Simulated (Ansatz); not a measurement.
All numbers below come from Ansatz 0.2.0, DFT PBE, scalar-relativistic, plane waves, PAW. Cutoff 420 eV, Γ-centred meshes of about 0.25 Å⁻¹ or finer for metals and 0.3 Å⁻¹ for insulators (2π included), Gaussian smearing. These runs have no spin polarisation.

A search over trial structures of Ba2Tl5V3O12 gave this relaxed cell.

```yaml
crystal:
  lattice:
    - [6.84619, 0.00000, 0.00000]
    - [2.10841, 7.67877, 0.00000]
    - [2.00263, 2.57792, 9.63504]
  atoms:
    - { symbol: Ba, position: [0.93453, 0.92949, 0.00483] }
    - { symbol: Ba, position: [0.23920, 0.96954, 0.32383] }
    - { symbol: V, position: [0.74769, 0.71155, 0.32935] }
    - { symbol: V, position: [0.20646, 0.33378, 0.03870] }
    - { symbol: V, position: [0.07583, 0.03939, 0.65287] }
    - { symbol: Tl, position: [0.21914, 0.45012, 0.37673] }
    - { symbol: Tl, position: [0.60243, 0.36223, 0.63178] }
    - { symbol: Tl, position: [0.57956, 0.89111, 0.66000] }
    - { symbol: Tl, position: [0.70485, 0.43439, 0.14981] }
    - { symbol: Tl, position: [0.08912, 0.57846, 0.74470] }
    - { symbol: O, position: [0.27362, 0.12989, 0.54448] }
    - { symbol: O, position: [0.83207, 0.47880, 0.36880] }
    - { symbol: O, position: [0.32605, 0.29008, 0.18427] }
    - { symbol: O, position: [0.96057, 0.97004, 0.55071] }
    - { symbol: O, position: [0.02576, 0.53932, 0.01354] }
    - { symbol: O, position: [0.57184, 0.77257, 0.46424] }
    - { symbol: O, position: [0.90165, 0.17599, 0.74672] }
    - { symbol: O, position: [0.62145, 0.78706, 0.18450] }
    - { symbol: O, position: [0.08011, 0.15845, 0.07866] }
    - { symbol: O, position: [0.17755, 0.85253, 0.77862] }
    - { symbol: O, position: [0.37177, 0.33908, 0.88970] }
    - { symbol: O, position: [0.95874, 0.80614, 0.28316] }
```

Task: Is it a true minimum?

Result: It is locally stable on this q mesh, but a lower structure lies near. The phonons at Γ show no imaginary mode. With atoms moved at random and symmetry off, it falls by 17 meV/atom into P1 (No. 1). Conventional cell: a = 6.653 Å, b = 8.840 Å, c = 9.892 Å, α = 71.1°, β = 74.0°, γ = 70.7°. Around Ba on its first site lie 6 O at 2.62–2.86 Å, 1 O at 3.11 Å and 3 V at 3.45–3.58 Å; V on its first site has 4 O at 1.71–1.76 Å, 1 Tl at 3.29 Å, 2 Ba at 3.49–3.58 Å and 3 Tl at 3.60–3.81 Å; Tl on its first site has 3 O at 2.54–2.70 Å; O on its first site is surrounded by 1 V at 1.75 Å, 1 Tl at 2.50 Å, 1 Tl at 2.70 Å, 3 O at 2.76–2.89 Å and 1 Ba at 2.91 Å; 18 more sites not described.

Space group P1 (No. 1). a = 6.653 Å, b = 8.840 Å, c = 9.892 Å, α = 71.07°, β = 73.99°, γ = 70.69°
```json
{"atom": "Ba", "site": "1a", "symmetry": "1", "x": "0.8042", "y": "0.0466", "z": "0.0226"}
{"atom": "Ba", "site": "1a", "symmetry": "1", "x": "0.2121", "y": "0.9516", "z": "0.3401"}
{"atom": "V", "site": "1a", "symmetry": "1", "x": "0.7454", "y": "0.7080", "z": "0.3358"}
{"atom": "V", "site": "1a", "symmetry": "1", "x": "0.2596", "y": "0.2660", "z": "0.0323"}
{"atom": "V", "site": "1a", "symmetry": "1", "x": "0.0407", "y": "0.0770", "z": "0.6611"}
{"atom": "Tl", "site": "1a", "symmetry": "1", "x": "0.2564", "y": "0.3985", "z": "0.3500"}
{"atom": "Tl", "site": "1a", "symmetry": "1", "x": "0.5897", "y": "0.3487", "z": "0.6055"}
{"atom": "Tl", "site": "1a", "symmetry": "1", "x": "0.5733", "y": "0.8807", "z": "0.6684"}
{"atom": "Tl", "site": "1a", "symmetry": "1", "x": "0.7455", "y": "0.4966", "z": "0.1165"}
{"atom": "Tl", "site": "1a", "symmetry": "1", "x": "0.1189", "y": "0.6421", "z": "0.7430"}
{"atom": "O", "site": "1a", "symmetry": "1", "x": "0.2843", "y": "0.0972", "z": "0.5417"}
{"atom": "O", "site": "1a", "symmetry": "1", "x": "0.8535", "y": "0.4958", "z": "0.3439"}
{"atom": "O", "site": "1a", "symmetry": "1", "x": "0.4026", "y": "0.2045", "z": "0.1728"}
{"atom": "O", "site": "1a", "symmetry": "1", "x": "0.8841", "y": "0.0538", "z": "0.5597"}
{"atom": "O", "site": "1a", "symmetry": "1", "x": "0.1402", "y": "0.4796", "z": "0.9890"}
{"atom": "O", "site": "1a", "symmetry": "1", "x": "0.5463", "y": "0.7363", "z": "0.4871"}
{"atom": "O", "site": "1a", "symmetry": "1", "x": "0.9059", "y": "0.2428", "z": "0.7326"}
{"atom": "O", "site": "1a", "symmetry": "1", "x": "0.6154", "y": "0.8006", "z": "0.1886"}
{"atom": "O", "site": "1a", "symmetry": "1", "x": "0.0554", "y": "0.1645", "z": "0.1016"}
{"atom": "O", "site": "1a", "symmetry": "1", "x": "0.0821", "y": "0.9040", "z": "0.8071"}
{"atom": "O", "site": "1a", "symmetry": "1", "x": "0.4418", "y": "0.2012", "z": "0.8919"}
{"atom": "O", "site": "1a", "symmetry": "1", "x": "0.9427", "y": "0.8042", "z": "0.3086"}
```

Spin–orbit coupling, which can matter for Tl, is left out. No Hubbard U is applied to the 3d shell of V.
